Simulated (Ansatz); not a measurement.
TiS in space group R-3m (No. 166; Ti on 3b, Ti on 6c, S on 3a, S on 6c), PBE (plane waves, PAW; program Ansatz), all energies at zero smearing, with the estimated change up to a 700 eV cutoff added, with one set of potentials and settings (totals compare only within such a set). Cell of 6 atoms (3 Ti, 3 S): -10213.309 eV.

```csv
element,reference phase,E (eV/atom)
Ti,"P6/mmm, 3 atoms in the cell",-2499.6739
S,"Fddd, 32 atoms in the cell",-902.0599
```

Formation energy per atom, worked out: (-10213.309 − 3×(-2499.6739) − 3×(-902.0599))/6 = -1.351 eV/atom (-130 kJ per mol of atoms), at 0 K, without zero-point energy or fitted corrections.

The workflow started from an entry of the Crystallography Open Database (COD), which files this formula under 2 space groups. Its standing as an ambient phase is unchecked. The PBE relaxation kept the symmetry of its start; its stability against distortions is not shown here. No spin polarisation was allowed. The references are the lowest solids computed at this level, not always the standard phases.

Potentials: the later of the program's two PAW sets.
